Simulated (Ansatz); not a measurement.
Data:

CaAu5 in space group F-43m (No. 216; Ca on 4a, Au on 16e, Au on 4d), a = 7.795 Å, b = 7.795 Å, c = 7.795 Å, α = 90.00°, β = 90.00°, γ = 90.00°; the cell used has 6 atoms.

This is the r²SCAN-relaxed structure.

Question: All from r²SCAN (plane waves, PAW; program Ansatz), unless another level is named. Predict the formation energy from the elements (no fitted shifts).

Answer: -43 kJ/mol-atom.

Question: Next, the density of states at the Fermi level?

Answer: 0.24 states/eV per atom (mean over ±0.08 eV).

The workflow started from a Materials Project entry (that database holds measured and hypothetical structures alike); the Crystallography Open Database files this formula in space group No. 216, but the cells were not matched. Whether it is the stable phase at ambient conditions was not checked. Symmetry was held in the r²SCAN relaxation; its stability against distortions is not shown here. The references are the lowest solids computed at this level, not always the standard phases. Spin–orbit coupling is left out wherever it is not named.

Potentials: the later of the program's two PAW sets.
